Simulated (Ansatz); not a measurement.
Ge₂Sb₂TeSe₄ in space group P-3m1 (No. 164; Pearson symbol hP9), r²SCAN+D4 in the plane-wave PAW code Ansatz, all energies at zero smearing, with the estimated change up to a 700 eV cutoff added, with one set of potentials and settings (totals compare only within such a set). Cell of 9 atoms (2 Ge, 2 Sb, 1 Te, 4 Se): -50513.995 eV.

| element | reference phase | E (eV/atom) |
|---|---|---|
| Ge | Fd-3m, 2 atoms in the cell | -4303.0180 |
| Sb | R-3m, 2 atoms in the cell | -6499.2917 |
| Te | P3_121, 3 atoms in the cell | -6994.9777 |
| Se | P3_121, 3 atoms in the cell | -5478.2513 |

Formation energy per atom, worked out: (-50513.995 − 2×(-4303.0180) − 2×(-6499.2917) − 1×(-6994.9777) − 4×(-5478.2513))/9 = -0.155 eV/atom (-15 kJ per mol of atoms), at 0 K, without zero-point energy or fitted corrections.

The start of the workflow was typed in or built on a structure type; neither database checked (COD, Materials Project) lists it. Its standing as an ambient phase is unchecked. The cell was relaxed with r²SCAN+D4 under the symmetry of its start; whether a distortion lowers the energy is not shown. The references are the lowest solids computed at this level, not always the standard phases. Scalar-relativistic: spin–orbit coupling is off unless named, which matters more the heavier the elements.

Potentials: the later of the program's two PAW sets.
